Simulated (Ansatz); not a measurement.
Elastic constants of CdTe: input and output

Method: DFT HSE06, scalar-relativistic, plane waves, PAW in Ansatz 0.2.0.

Launched with:
```bash
ansatz run input.yaml --threads 4 --pin off --max-ram 12288MiB --backend cpu --events-out ev --progress --plain --runs-dir out
```

Input (bare energies are in eV):
```yaml
crystal:
  lattice:
    - [0.0, 3.2849, 3.2849]
    - [3.2849, 0.0, 3.2849]
    - [3.2849, 3.2849, 0.0]
  atoms:
    - { symbol: Cd, position: [0.0, 0.0, 0.0] }
    - { symbol: Te, position: [0.25, 0.25, 0.25] }
basis:
  ecutwfc: 420
kpoints:
  mp_grid: { grid: [6, 6, 6] }
hamiltonian:
  xc: hse06
scf:
  occupations: { method: fixed }
output:
  forces: true
  stress: true
  eigenvalues: true
  polarization: {}
elastic:
  mode: relaxed_ion
  stencil: two_point
```

From the output:
```
--- Elastic constants: 2 strain directions × 2 members + reference (group order 24) ---
  dense FFT box of the reference and of every strained cell: 32×32×32
  strains applied: 11, 23; error gains: componentwise 1.00 (the most a stress slope's error grows in a printed constant), spectral 1.73 (1 for all six strains in a standard setting)
  C = ∂σ_k/∂η_j (tension-positive GPa; Voigt order 11 22 33 23 13 12):
        51.241     32.907     32.907      0.000      0.000     -0.000
        32.907     51.241     32.907     -0.000      0.000      0.000
        32.907     32.907     51.241     -0.000      0.000      0.000
        -0.000      0.000     -0.000     20.520      0.000     -0.000
        -0.000     -0.000      0.000     -0.000     20.520     -0.000
        -0.000      0.000     -0.000      0.000     -0.000     20.520
  reference stress σ⁰ (GPa):      0.108      0.108      0.108     -0.000      0.000     -0.000
  C* (energy form; C + prestress term) asymmetry max|C*_kj − C*_jk| = 7.105e-15 GPa — a small one proves nothing (zero by symmetry where the batch's group is 432, −43m or m−3m); a large one is finite-difference/SCF noise where every solve ...
  moduli (Voigt/Reuss/Hill, GPa): K = 39.02/39.02/39.02   G = 15.98/13.72/14.85   E = 39.54   ν = 0.331
  mechanically stable: yes (min eigenvalue of sym C = 18.33 GPa)
  e, the proper piezoelectric tensor (elastic.mode: relaxed_ion; C/m²; rows x y z; Voigt order 11 22 33 23 13 12):
       0.00000   -0.00000   -0.00000    0.01824    0.00000    0.00000
       0.00000    0.00000   -0.00000    0.00000    0.01824   -0.00000
       0.00000   -0.00000   -0.00000   -0.00000   -0.00000    0.01824
  ±, each entry's uncertainty from the finite density of the strings (C/m²), an estimate: the size of the correction for it that the entry includes:
       0.00000    0.00000    0.00000    0.00687    0.00000    0.00000
       0.00000    0.00000    0.00000    0.00000    0.00687    0.00000
       0.00000    0.00000    0.00000    0.00000    0.00000    0.00687
  the group's symmetry takes up to 1.4e-8 C/m² out of the measured responses: error of the strings' finite density and of the mesh across them, as far as it breaks the symmetry (raise kpoints.mp_grid and any string_points); the largest step ...
  strain η (Voigt 11):  stress-route row diagonal C_11 = 51.24 GPa, energy-path curvature d²(F+E_count+ΔE)/dδ²/Ω₀ = 50.21 GPa
         δ    σ_11 (GPa) F (eV) n_scf n_hpsi n_pw
    -2.000e-3       0.0046      -15243.6366994      29   64538   1411   relax 0 steps, max|allowed force component| 2.95e-17 eV/Å
     2.000e-3       0.2096      -15243.6365375      29   65130   1411   relax 0 steps, max|allowed force component| 2.95e-17 eV/Å
  strain η (Voigt 23):  stress-route row diagonal C_44 = 20.52 GPa, energy-path curvature d²(F+E_count+ΔE)/dδ²/Ω₀ = 19.03 GPa
         δ    σ_23 (GPa) F (eV) n_scf n_hpsi n_pw
    -2.000e-3      -0.0410      -15243.6366575       2    7560   1411   relax 3 steps, max|allowed force component| 3.00e-7 eV/Å
     2.000e-3       0.0410      -15243.6366575       2    7560   1411   relax 3 steps, max|allowed force component| 3.01e-7 eV/Å
--- Formal polarisation (Berry phase): one branch of a lattice of values; only differences between neighbouring runs are physical ---
  axis mesh electronic ionic p = total spread (rad) least overlap resolved gap  δp at fixed H ≤   (phases in cycles; p mod 2; gap in eV; gap and δp judge the states as solved, not the mesh's step, its ...
  b1    6×6×6          -0.50000000     4.00000000     3.50000000      0.242581         0.8036        1.4956           2.9e-6
  b2    6×6×6          -0.50000000     4.00000000     3.50000000      0.242581         0.8036        1.4956           2.9e-6
  b3    6×6×6          -0.50000000     4.00000000     3.50000000      0.242581         0.8036        1.4956           2.9e-6
  quantum along a1:   0.13106016 e/Å² =   209.981525 µC/cm²
  quantum along a2:   0.13106016 e/Å² =   209.981525 µC/cm²
  quantum along a3:   0.13106016 e/Å² =   209.981525 µC/cm²
  P = (  0.32435735,   0.32435735,   0.32435735) e/Å² = (  519.677761,   519.677761,   519.677761) µC/cm²  (mod the quanta)
```

The run took 26 min on 4 threads of Arm Neoverse V1 (shared host), peak memory 3 GiB.

The cell is the ideal cubic zincblende prototype. Spin–orbit coupling is left out, which matters for heavy elements.